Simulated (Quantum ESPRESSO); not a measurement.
Al7GaAs8, one run as intended and one with a planted mistake

Computed values, not a measurement. The program is pw.x of Quantum ESPRESSO 7.5 (plane-wave density functional theory). The cell is made up: 16 atoms on a doubled zincblende/diamond lattice, with randomly drawn elements, strain and displacements, not relaxed. PseudoDojo standard norm-conserving files (v0.5 for PBE, v0.4.1 for LDA and PBEsol) set the functional; there is no spin polarisation, spin-orbit coupling or dispersion term, and the masses in the input are unused placeholders.

Intended input:

```
&control calculation='scf', pseudo_dir='./dojo.nc.sr.pbe.v0_5.standard.upf', outdir='./o', disk_io='low', tprnfor=.true., tstress=.true. /
&system ibrav=0, nat=16, ntyp=3, nbnd=83, ecutwfc=84.00895049, nosym=.true., tot_charge=0,
 occupations='smearing', smearing='fd', degauss=0.0018374661
/
&electrons conv_thr=7.350e-09, electron_maxstep=60, /
ATOMIC_SPECIES
Al 1.0 Al.upf
As 1.0 As.upf
Ga 1.0 Ga.upf
CELL_PARAMETERS angstrom
5.6203 -0.0141 0.0715
-0.0141 5.6808 0.0499
0.1431 0.0999 11.2193
ATOMIC_POSITIONS angstrom
Al 0.0926 0.086 -0.1343
Al 0.1435 2.9083 2.7628
Al 2.8836 0.1065 2.8697
Al 2.9542 2.787 -0.0185
Ga 0.1394 0.0516 5.6538
Al 0.1733 2.9585 8.3174
Al 2.9972 0.0413 8.4571
Al 2.7831 2.9235 5.6537
As 1.32 1.2704 1.3275
As 1.4991 4.3185 4.3431
As 4.2654 1.4322 4.1556
As 4.2186 4.3216 1.5459
As 1.5632 1.435 7.0157
As 1.3263 4.4405 9.7546
As 4.3705 1.5312 9.9745
As 4.3926 4.0985 7.1157
K_POINTS automatic
4 4 2 1 1 1
```

The log is shortened where brackets say so; the opening notice, blank lines, dates and the lines on written files are dropped, and the path of the files is cut. It prints rydbergs, bohrs and kilobars, and counts compression as positive stress. Where no state is partly filled, the Fermi energy that it prints is only some level between the filled and the empty states on the mesh, and need not lie in the true gap.

Log of the intended run:

```
     Program PWSCF v.7.5
     Parallel version (MPI & OpenMP), running on       4 processor cores
     Number of MPI processes:                 4
     Threads/MPI process:                     1
     [start-up lines left out]
     bravais-lattice index     =            0
     lattice parameter (alat)  =      10.6217  a.u.
     unit-cell volume          =    2416.7068 (a.u.)^3
     number of atoms/cell      =           16
     number of atomic types    =            3
     number of electrons       =       154.00
     number of Kohn-Sham states=           83
     kinetic-energy cutoff     =      84.0090  Ry
     charge density cutoff     =     336.0358  Ry
     scf convergence threshold =      7.3E-09
     mixing beta               =       0.7000
     number of iterations used =            8  plain     mixing
     Exchange-correlation= PBE
                           (   1   4   3   4   0   0   0)
     [axes and pseudopotential details left out]
   Cartesian axes
     site n.     atom                  positions (alat units)
         1        Al     tau(   1) = (   0.0164746   0.0153004  -0.0238935  )
         2        Al     tau(   2) = (   0.0255303   0.5174200   0.4915339  )
         3        Al     tau(   3) = (   0.5130256   0.0189476   0.5105526  )
         4        Al     tau(   4) = (   0.5255861   0.4958393  -0.0032914  )
         5        Ga     tau(   5) = (   0.0248009   0.0091802   1.0058760  )
         6        Al     tau(   6) = (   0.0308321   0.5263511   1.4797610  )
         7        Al     tau(   7) = (   0.5332363   0.0073477   1.5046153  )
         8        Al     tau(   8) = (   0.4951455   0.5201242   1.0058582  )
         9        As     tau(   9) = (   0.2348432   0.2260188   0.2361775  )
        10        As     tau(  10) = (   0.2667071   0.7683108   0.7726874  )
        11        As     tau(  11) = (   0.7588637   0.2548048   0.7393290  )
        12        As     tau(  12) = (   0.7505374   0.7688623   0.2750334  )
        13        As     tau(  13) = (   0.2781112   0.2553030   1.2481736  )
        14        As     tau(  14) = (   0.2359640   0.7900160   1.7354554  )
        15        As     tau(  15) = (   0.7775622   0.2724181   1.7745781  )
        16        As     tau(  16) = (   0.7814940   0.7291702   1.2659648  )
     number of k points=    16  Fermi-Dirac smearing, width (Ry)=  0.0018
                       cart. coord. in units 2pi/alat
        k(    1) = (   0.1237595   0.1229096   0.1225749), wk =   0.1250000
        k(    2) = (   0.1269525   0.1251184  -0.1279812), wk =   0.1250000
     [further k points left out]
     Dense  grid:   251281 G-vectors     FFT dimensions: (  64,  64, 125)
     Estimated max dynamical RAM per process >     657.29 MB
     Estimated total dynamical RAM >       2.39 GB
     Initial potential from superposition of free atoms
     starting charge     153.9783, renormalised to     154.0000
     Starting wfcs are  109 randomized atomic wfcs
     total cpu time spent up to now is       12.7 secs
     per-process dynamical memory:   450.7 Mb
     Self-consistent Calculation
     iteration #  1     ecut=    84.01 Ry     beta= 0.70
     Davidson diagonalization with overlap
     ethr =  1.00E-02,  avg # of iterations =  3.9
     Threshold (ethr) on eigenvalues was too large:
     Diagonalizing with lowered threshold
     Davidson diagonalization with overlap
     ethr =  3.36E-04,  avg # of iterations =  2.6
     total cpu time spent up to now is       65.8 secs
     total energy              =   -1882.74358155 Ry
     estimated scf accuracy    <       0.54573769 Ry
     iteration #  2     ecut=    84.01 Ry     beta= 0.70
     Davidson diagonalization with overlap
     ethr =  3.54E-04,  avg # of iterations =  6.8
     total cpu time spent up to now is       92.8 secs
     total energy              =   -1882.79829731 Ry
     estimated scf accuracy    <       0.14778643 Ry
     [iterations 3 to 10 left out]
     iteration # 11     ecut=    84.01 Ry     beta= 0.70
     Davidson diagonalization with overlap
     ethr =  8.51E-11,  avg # of iterations =  3.8
     total cpu time spent up to now is      322.5 secs
     total energy              =   -1882.85180977 Ry
     estimated scf accuracy    <       0.00000003 Ry
     iteration # 12     ecut=    84.01 Ry     beta= 0.70
     Davidson diagonalization with overlap
     ethr =  1.77E-11,  avg # of iterations =  3.1
     total cpu time spent up to now is      345.0 secs
     End of self-consistent calculation
     [lines on levels left out]
     the Fermi energy is     7.8659 ev
!    total energy              =   -1882.85180977 Ry
     estimated scf accuracy    <          1.7E-09 Ry
     smearing contrib. (-TS)   =      -0.00000000 Ry
     internal energy E=F+TS    =   -1882.85180977 Ry
     The total energy is F=E-TS. E is the sum of the following terms:
     one-electron contribution =   -1182.60735584 Ry
     hartree contribution      =     661.93960923 Ry
     xc contribution           =    -437.52661840 Ry
     ewald contribution        =    -924.65744476 Ry
     convergence has been achieved in  12 iterations
     Forces acting on atoms (cartesian axes, Ry/au):
     atom    1 type  1   force =    -0.07188830   -0.04132976    0.03328267
     atom    2 type  1   force =    -0.01400624   -0.00290453    0.00180745
     atom    3 type  1   force =    -0.03257385   -0.03127521   -0.02985638
     atom    4 type  1   force =    -0.08722491    0.06650002    0.06436629
     atom    5 type  3   force =    -0.04163150    0.00068646   -0.01303975
     atom    6 type  1   force =     0.02614031   -0.07094516    0.05919747
     atom    7 type  1   force =     0.01279480   -0.00673787   -0.00022904
     atom    8 type  1   force =     0.06454449   -0.02981836   -0.00658530
     atom    9 type  2   force =     0.07861717    0.07509917    0.04914345
     atom   10 type  2   force =    -0.01710063    0.01216894   -0.05216008
     atom   11 type  2   force =     0.02914036    0.04072468    0.05936409
     atom   12 type  2   force =     0.01458263   -0.01228514   -0.03696684
     atom   13 type  2   force =    -0.00114224   -0.00404432    0.02253072
     atom   14 type  2   force =     0.08889570   -0.05140870   -0.00055804
     atom   15 type  2   force =     0.02839336   -0.02804718   -0.10114196
     atom   16 type  2   force =    -0.07754115    0.08361696   -0.04915473
     Total force =     0.327415     Total SCF correction =     0.000290
     Computing stress (Cartesian axis) and pressure
          total   stress  (Ry/bohr**3)                   (kbar)     P=       50.43
   0.00034559  -0.00008223   0.00001308           50.84      -12.10        1.92
  -0.00008223   0.00031517   0.00004807          -12.10       46.36        7.07
   0.00001308   0.00004807   0.00036766            1.92        7.07       54.08
     init_run     :     11.75s CPU     12.28s WALL (       1 calls)
     electrons    :    326.99s CPU    332.44s WALL (       1 calls)
     forces       :      4.70s CPU      4.78s WALL (       1 calls)
     stress       :     14.25s CPU     14.55s WALL (       1 calls)
     [timing details left out]
     PWSCF        :   5m58.17s CPU   6m 4.72s WALL
     JOB DONE.
```

A second run has one planted mistake: the k-point mesh is too coarse. The input lines that differ, file-writing options aside:

```
- 4 4 2 1 1 1
+ 1 1 1 1 1 1
```

Its log:

```
     Program PWSCF v.7.5
     Parallel version (MPI & OpenMP), running on       4 processor cores
     Number of MPI processes:                 4
     Threads/MPI process:                     1
     [start-up lines left out]
     bravais-lattice index     =            0
     lattice parameter (alat)  =      10.6217  a.u.
     unit-cell volume          =    2416.7068 (a.u.)^3
     number of atoms/cell      =           16
     number of atomic types    =            3
     number of electrons       =       154.00
     number of Kohn-Sham states=           83
     kinetic-energy cutoff     =      84.0090  Ry
     charge density cutoff     =     336.0358  Ry
     scf convergence threshold =      7.3E-09
     mixing beta               =       0.7000
     number of iterations used =            8  plain     mixing
     Exchange-correlation= PBE
                           (   1   4   3   4   0   0   0)
     [axes and pseudopotential details left out]
   Cartesian axes
     site n.     atom                  positions (alat units)
         1        Al     tau(   1) = (   0.0164746   0.0153004  -0.0238935  )
         2        Al     tau(   2) = (   0.0255303   0.5174200   0.4915339  )
         3        Al     tau(   3) = (   0.5130256   0.0189476   0.5105526  )
         4        Al     tau(   4) = (   0.5255861   0.4958393  -0.0032914  )
         5        Ga     tau(   5) = (   0.0248009   0.0091802   1.0058760  )
         6        Al     tau(   6) = (   0.0308321   0.5263511   1.4797610  )
         7        Al     tau(   7) = (   0.5332363   0.0073477   1.5046153  )
         8        Al     tau(   8) = (   0.4951455   0.5201242   1.0058582  )
         9        As     tau(   9) = (   0.2348432   0.2260188   0.2361775  )
        10        As     tau(  10) = (   0.2667071   0.7683108   0.7726874  )
        11        As     tau(  11) = (   0.7588637   0.2548048   0.7393290  )
        12        As     tau(  12) = (   0.7505374   0.7688623   0.2750334  )
        13        As     tau(  13) = (   0.2781112   0.2553030   1.2481736  )
        14        As     tau(  14) = (   0.2359640   0.7900160   1.7354554  )
        15        As     tau(  15) = (   0.7775622   0.2724181   1.7745781  )
        16        As     tau(  16) = (   0.7814940   0.7291702   1.2659648  )
     number of k points=     1  Fermi-Dirac smearing, width (Ry)=  0.0018
                       cart. coord. in units 2pi/alat
        k(    1) = (  -0.4982310  -0.4938474  -0.2397435), wk =   2.0000000
     Dense  grid:   251281 G-vectors     FFT dimensions: (  64,  64, 125)
     Estimated max dynamical RAM per process >     498.10 MB
     Estimated total dynamical RAM >       1.77 GB
     Initial potential from superposition of free atoms
     starting charge     153.9783, renormalised to     154.0000
     Starting wfcs are  109 randomized atomic wfcs
     total cpu time spent up to now is        4.4 secs
     per-process dynamical memory:   286.7 Mb
     Self-consistent Calculation
     iteration #  1     ecut=    84.01 Ry     beta= 0.70
     Davidson diagonalization with overlap
     ethr =  1.00E-02,  avg # of iterations =  4.0
     Threshold (ethr) on eigenvalues was too large:
     Diagonalizing with lowered threshold
     Davidson diagonalization with overlap
     ethr =  4.26E-04,  avg # of iterations =  2.0
     total cpu time spent up to now is       15.7 secs
     total energy              =   -1882.34514807 Ry
     estimated scf accuracy    <       0.68633441 Ry
     iteration #  2     ecut=    84.01 Ry     beta= 0.70
     Davidson diagonalization with overlap
     ethr =  4.46E-04,  avg # of iterations =  2.0
     total cpu time spent up to now is       21.0 secs
     total energy              =   -1882.43018334 Ry
     estimated scf accuracy    <       0.15300361 Ry
     [iterations 3 to 10 left out]
     iteration # 11     ecut=    84.01 Ry     beta= 0.70
     Davidson diagonalization with overlap
     ethr =  2.92E-10,  avg # of iterations =  4.0
     total cpu time spent up to now is       75.1 secs
     total energy              =   -1882.48113278 Ry
     estimated scf accuracy    <       0.00000008 Ry
     iteration # 12     ecut=    84.01 Ry     beta= 0.70
     Davidson diagonalization with overlap
     ethr =  5.18E-11,  avg # of iterations =  2.0
     total cpu time spent up to now is       80.1 secs
     End of self-consistent calculation
     [lines on levels left out]
     the Fermi energy is     7.8873 ev
!    total energy              =   -1882.48113279 Ry
     estimated scf accuracy    <          4.8E-09 Ry
     smearing contrib. (-TS)   =       0.00000000 Ry
     internal energy E=F+TS    =   -1882.48113279 Ry
     The total energy is F=E-TS. E is the sum of the following terms:
     one-electron contribution =   -1183.81784038 Ry
     hartree contribution      =     663.68812152 Ry
     xc contribution           =    -437.69396917 Ry
     ewald contribution        =    -924.65744476 Ry
     convergence has been achieved in  12 iterations
     Forces acting on atoms (cartesian axes, Ry/au):
     atom    1 type  1   force =    -0.07697204   -0.03857900    0.03129362
     atom    2 type  1   force =    -0.01743208   -0.00297854    0.00197712
     atom    3 type  1   force =    -0.03168499   -0.03374238   -0.02588474
     atom    4 type  1   force =    -0.09455395    0.06467295    0.06380432
     atom    5 type  3   force =    -0.04047412    0.00047518   -0.01413961
     atom    6 type  1   force =     0.02670113   -0.07389854    0.05360977
     atom    7 type  1   force =     0.01283430   -0.00915965   -0.00148850
     atom    8 type  1   force =     0.06412741   -0.03113550   -0.00763392
     atom    9 type  2   force =     0.08403387    0.08920141    0.04501650
     atom   10 type  2   force =    -0.01715180    0.01112616   -0.04874285
     atom   11 type  2   force =     0.03278156    0.03925848    0.04654610
     atom   12 type  2   force =     0.01322308   -0.01593000   -0.02874142
     atom   13 type  2   force =    -0.00418460   -0.00408416    0.02320129
     atom   14 type  2   force =     0.09896225   -0.05521894   -0.00470227
     atom   15 type  2   force =     0.02720572   -0.03237108   -0.09102132
     atom   16 type  2   force =    -0.07741576    0.09236363   -0.04309408
     Total force =     0.332806     Total SCF correction =     0.000541
     Computing stress (Cartesian axis) and pressure
          total   stress  (Ry/bohr**3)                   (kbar)     P=       72.40
   0.00046549  -0.00006604   0.00001774           68.48       -9.72        2.61
  -0.00006604   0.00049698   0.00005950           -9.72       73.11        8.75
   0.00001774   0.00005950   0.00051402            2.61        8.75       75.62
     init_run     :      4.00s CPU      4.25s WALL (       1 calls)
     electrons    :     74.11s CPU     75.77s WALL (       1 calls)
     forces       :      1.67s CPU      1.74s WALL (       1 calls)
     stress       :      3.83s CPU      3.92s WALL (       1 calls)
     [timing details left out]
     PWSCF        :   1m23.73s CPU   1m25.90s WALL
     JOB DONE.
```

|  | intended run | run with the mistake |
| --- | --- | --- |
| free energy (eV) | -25617.504 | -25612.461 |
| smearing term -TS (eV) | 0.0000 | 0.0000 |
| pressure (GPa) | 5.04 | 7.24 |
| largest force component (eV/Å) | 2.600 | 2.544 |
| largest change of a force component (eV/Å) |  | 0.363 |
| iterations | 12 | 12 |

For scale, a rerun of the intended cell at a cutoff of 1437 eV and k mesh 6 x 6 x 4 moved values by no more than 0.018 eV in energy, 0.02 GPa in stress and 0.003 eV/Å in force.